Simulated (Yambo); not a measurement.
```
CELL_PARAMETERS angstrom
      4.07168     0.00000     0.00000
      0.00000     4.07168     0.00000
      0.00000     0.00000     4.07168
ATOMIC_POSITIONS crystal
  Br 0.50000 0.50000 0.50000
  Rb 0.00000 0.00000 0.00000
```

RbBr (CsCl type, space group Pm-3m, No. 221): mean Im ε in 1 eV windows above the direct gap of 6.67 eV, for different electron-hole kernels (Yambo, broadening 0.15 eV, PBEsol (pw.x of Quantum ESPRESSO, ONCV potentials, without SOC) bands; 8×8×8 mesh, 3 valence and 3 conduction bands, static screening with 34 bands and a 4 Ry block, scissor 2.47 eV, Tamm-Dancoff; field along x).

```json
[
 {"window (eV)": "6.7 to 7.7", "independent quasiparticles": "0.6", "RPA (no attraction)": "0.5", "BSE": "3.4"},
 {"window (eV)": "7.7 to 8.7", "independent quasiparticles": "1.8", "RPA (no attraction)": "1.2", "BSE": "3.5"},
 {"window (eV)": "8.7 to 9.7", "independent quasiparticles": "4.9", "RPA (no attraction)": "3.3", "BSE": "1.8"}
]
```

This run doesn't resolve bound excitons or single peaks, so only averages are given, and they too depend on the mesh; weight that the attraction moves below the gap isn't listed. All transitions below 10.40 eV are in the band window. The scissor comes from a G0W0 run whose convergence isn't established.

Spin-orbit splittings are left out.

Geometry relaxed with PBEsol.

This is not the ordinary phase of the substance; no match was found in the copy of COD used, and its stability was not checked.
